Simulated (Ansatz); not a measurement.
CsLiWO4:
```xyz
7
Lattice="-2.9501 2.9501 4.0799 2.9501 -2.9501 4.0799 2.9501 2.9501 -4.0799" Properties=species:S:1:pos:R:3 pbc="T T T"
Cs     0.0000     0.0000     0.0000
Li     0.0000     2.9501     2.0399
W      0.0000     0.0000     4.0799
O      0.4397     1.3873     3.0533
O      1.3873    -0.4397     5.1065
O      2.5104     1.5628    -1.0266
O      1.5628     3.3898     1.0266
```

Relaxed with PBEsol. Special points in fractions of this cell's reciprocal vectors: Γ (0.000, 0.000, 0.000); X (0.000, 0.000, 0.500); P (0.250, 0.250, 0.250); N (0.000, 0.500, 0.000); M (0.500, 0.500, -0.500); S (0.381, 0.619, -0.381); S0 (-0.381, 0.381, 0.381); R (-0.261, 0.261, 0.500); G (0.500, 0.500, -0.261).

Problem. List the band energies nearest the valence-band maximum at these points for DFT-PBEsol with spin–orbit coupling in the program Ansatz with PAW potentials.

Solution. In eV from the valence-band maximum; about four levels below and three above (degenerate sets whole), none deeper than 8.9 eV; points with the same levels are listed once.

```
k                          below                above
-  -----------------------------  -------------------
Γ          -0.01 -0.01 0.00 0.00  4.84 4.84 5.32 5.32
X        -0.24 -0.24 -0.22 -0.22  5.27 5.27 5.54 5.54
P  -0.26 -0.25 -0.24 -0.23 -0.23       5.39 5.46 5.47
N        -0.33 -0.33 -0.07 -0.07  5.39 5.39 5.53 5.53
M        -0.28 -0.28 -0.25 -0.25  5.10 5.10 5.50 5.50
S        -0.27 -0.26 -0.24 -0.22       5.21 5.30 5.48
R        -0.32 -0.27 -0.19 -0.19       5.26 5.37 5.48
```

Space group I-4. The workflow started from a Materials Project entry (that database holds measured and hypothetical structures alike); the Crystallography Open Database copy checked does not list it. Its standing as an ambient phase is unchecked. Symmetry was held in the PBEsol relaxation; whether a distortion lowers the energy is not shown. The run is not spin-polarised. No Hubbard U is applied.

Potentials: the later of the program's two PAW sets.
